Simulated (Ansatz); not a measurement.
MgO: modes and screening against the lattice constant

All numbers below come from DFT PBEsol, scalar-relativistic, plane waves, PAW (Ansatz). Cutoff 420 eV, 10×10×10 k-points (Γ-centred), fixed occupations. No spin polarisation. Phonons by linear response, acoustic sum rule imposed.

The cell is fixed (symmetry leaves no force on the atoms) and stands under -5.9 GPa:
```xyz
2
Lattice="0.0000 2.1361 2.1361 2.1361 0.0000 2.1361 2.1361 2.1361 0.0000" Properties=species:S:1:pos:R:3 pbc="T T T"
Mg    0.0000    0.0000    0.0000
O     2.1361    2.1361    2.1361
```

The cell is the ideal cubic rocksalt prototype.

Task: How do the optical zone-centre modes (counted from the lowest optical one, degenerate ones once; i marks imaginary ones; without the LO field) and the screening change over a = 4.038 and 4.272 Å?

Result:
| a (Å) | 4.038 | 4.272 |
| --- | --- | --- |
| pressure (GPa) | 26.2 | -5.9 |
| gap on the mesh (eV) | 5.95 | 4.24 |
| ε∞ | 3.12 | 3.30 |
| ε0 | 7.5 | 11.8 |
| mode 1 (cm⁻¹) | 510 | 350 |